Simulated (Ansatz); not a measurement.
Ni:
```yaml
crystal:
  lattice:
    - [0.00000, 1.71218, 1.71218]
    - [1.71218, 0.00000, 1.71218]
    - [1.71218, 1.71218, 0.00000]
  atoms:
    - { symbol: Ni, position: [0.00000, 0.00000, 0.00000] }
```
The run is spin-polarised; directions of the spins, atom by atom: ↑.

Relaxed with LDA (plane waves, PAW; program Ansatz). Indices refer to the conventional cell of Fm-3m, a = 3.4244 Å, b = 3.4244 Å, c = 3.4244 Å, α = 90.00°, β = 90.00°, γ = 90.00°.

### Question
Simulate the powder diffraction pattern (Cu Kα, λ = 1.54184 Å; lines above 1 %) up to 2θ = 90°.

### Answer
Simulated powder pattern, Cu Kα, λ = 1.54184 Å (kinematic, ideal powder, no thermal factors, no anomalous dispersion; the 30 strongest lines at most, above 1 %, up to 2θ = 90°):

```csv
2θ (°),d (Å),I/Imax (%),hkl
45.90,1.977,100,(111)
53.52,1.712,46,(200)
79.10,1.211,26,(220)
```

Symmetry was held in the LDA relaxation. Spin order of the final state: ferromagnetic, chosen from 3 collinear starts compared on coarse meshes (ties went to the first, and starts can fall back to one state), not a proven ground state. Textbook magnetic order: ferromagnetic.

Potentials: the earlier of the program's two PAW sets. The files were generated under PBE; for other functionals the program regenerates the frozen cores, and for LDA and PBEsol the local potential too.
